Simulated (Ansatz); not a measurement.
The relaxed structure here is a generated cell of AlAu: the first start was made by a random draw of sites in a space group, and the end was not matched to a known phase here, so it may be hypothetical.

The start is a randomly generated symmetric cell of AlAu (space group No. 107). A full variable-cell relaxation at zero pressure is run with PBEsol (plane waves to 420 eV, PAW, scalar-relativistic; Ansatz, a quantum-chemistry and plane-wave program). The first steps use a coarse 11×11×11 k-mesh.

The start:
```
AlAu
1.0
   -2.15330     2.15330     5.99517
    2.15330    -2.15330     5.99517
    2.15330     2.15330    -5.99517
Al Au
3 3
Cartesian
  2.15330   0.00000   5.64150
  0.00000   2.15330   5.64150
  0.00000   0.00000   1.86293
  0.00000   0.00000  10.51203
  0.00000   0.00000   5.56805
  0.00000   0.00000   8.28846
```

```yaml
initial_pressure: "+33.5 GPa (positive: the cell is compressed)"
outcome: The space group stays I4mm (No. 107) (the run could not lower it), with 6 atoms in the primitive cell
energy_released: 1.12 eV/atom
volume_change: -6.8 %, from 18.53 to 17.28 Å³/atom
Shortest distances (start → end): "The closest pairs of elements (up to four, under 3.6 Å), start → end: Al–Au 2.15 → 2.48 Å; Au–Au 2.22 → 2.83 Å; Al–Al 3.05 → 2.86 Å"
band_gap_at_the_end: no gap (metallic)
optimiser_moves: 15
```

Final structure:

Space group I4mm (No. 107); a = b = 4.047 Å, c = 12.658 Å, α = β = γ = 90.00°

| atom | site | symmetry | x | y | z |
|---|---|---|---|---|---|
| Al | 4b | 2mm. | 0.0000 | 0.5000 | 0.0178 |
| Al | 2a | 4mm | 0.0000 | 0.0000 | 0.1842 |
| Au | 2a | 4mm | 0.0000 | 0.0000 | 0.8764 |
| Au | 2a | 4mm | 0.0000 | 0.0000 | 0.3800 |
| Au | 2a | 4mm | 0.0000 | 0.0000 | 0.6526 |
(The calculation used a cell of 6 atoms; values per cell refer to that cell.)

Final values are on a 16×16×16 k-mesh of the relaxed cell. No spin polarisation in the result.

The run could not lose the symmetry of its start: the end is stationary, and may be a saddle point rather than a minimum.
